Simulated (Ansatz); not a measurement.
Given:

Zr:
```
CELL_PARAMETERS angstrom
      3.14324     0.00000     0.00000
     -1.57162     2.72212     0.00000
      0.00000     0.00000     5.09235
ATOMIC_POSITIONS crystal
  Zr 0.33333 0.66667 0.25000
  Zr 0.66667 0.33333 0.75000
```

This is the LDA-relaxed structure. Tensor components refer to the Cartesian frame of this cell.

**Question.** All from the program Ansatz at the LDA level (PAW), unless another level is named. Estimate the bulk modulus (Birch–Murnaghan fit).

**Answer.** 101 GPa.

**Question.** Predict the elastic constants (relaxed ions, GPa).

**Answer.** C11 = 128, C12 = 89.7, C13 = 81.0, C33 = 175, C44 = 18.0.

Space group P6_3/mmc (hcp (Mg type)). Symmetry was held in the LDA relaxation; of distortions, only those at the zone centre were tested. No spin polarisation was allowed. As this level gives no gap, shear constants depend on the k-mesh and smearing (Fermi–Dirac, 0.1 eV here).

Potentials: the earlier of the program's two PAW sets.
